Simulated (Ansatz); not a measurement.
Structure: Cu2BeSiS4 (stannite), at its r2SCAN minimum. The symmetry is I-42m (No. 121, tetragonal); a = 5.006 Å, c = 10.597 Å in the conventional setting, 16.60 Å³ an atom. Cu has 4 S at 2.27 Å; Be has 4 S at 2.15 Å; Si has 4 S at 2.16 Å; S has 1 Be at 2.15 Å and 1 Si at 2.16 Å and 2 Cu at 2.27 Å.

```cif
data_structure
_symmetry_space_group_name_H-M 'P 1'
_symmetry_Int_Tables_number 1
_cell_length_a 6.3720
_cell_length_b 6.3720
_cell_length_c 6.3720
_cell_angle_alpha 133.742
_cell_angle_beta 133.742
_cell_angle_gamma 67.491
_cell_volume 132.77
loop_
_atom_site_label
_atom_site_type_symbol
_atom_site_fract_x
_atom_site_fract_y
_atom_site_fract_z
_atom_site_occupancy
Cu1 Cu 0.75000 0.25000 0.50000 1
Cu2 Cu 0.25000 0.75000 0.50000 1
Be1 Be 0.00000 0.00000 0.00000 1
Si1 Si 0.50000 0.50000 0.00000 1
S1 S 0.86653 0.86653 0.50142 1
S2 S 0.13347 0.63489 0.00000 1
S3 S 0.63489 0.13347 0.00000 1
S4 S 0.36511 0.36511 0.49858 1
```

The questions ask for values computed with the PAW code Ansatz on this geometry. The calculation is spin-unpolarised, and the structure need not be a phase that has been made.

Given (8×8×8 mesh): The r2SCAN gap is indirect, 1.86 eV (Γ to M), below the direct gap of 2.00 eV at Γ. A second conduction valley, at X, lies only 35 meV higher, so their order isn't settled.

Q: Estimate the gap with PBE on 8×8×8.

A: PBE gives an indirect gap of 1.56 eV, from Γ to M; the least direct gap is 1.62 eV at Γ. A second conduction valley, at X, lies only 4 meV higher, so their order isn't settled. The gap differs by -0.30 eV from r2SCAN's.

Q: How does the gap change from r2SCAN to HSE06 (4×4×4)?

A: The HSE06 gap is indirect, 2.71 eV (Γ to M), below the direct gap of 2.84 eV at Γ. A second conduction valley, at X, lies only 25 meV higher, so their order isn't settled. The gap differs by +0.85 eV from r2SCAN's.

Q: How strongly does the crystal screen a field with clamped ions (r2SCAN)?

A: The electronic dielectric tensor ε∞ is 6.33 along x and y, 7.12 along z. Born charges, averaged over directions: Cu +0.53, Be +1.93, Si +3.05, S -1.51 e.

The meshes of the hybrids are coarse, so their gaps aren't converged to the digits shown.
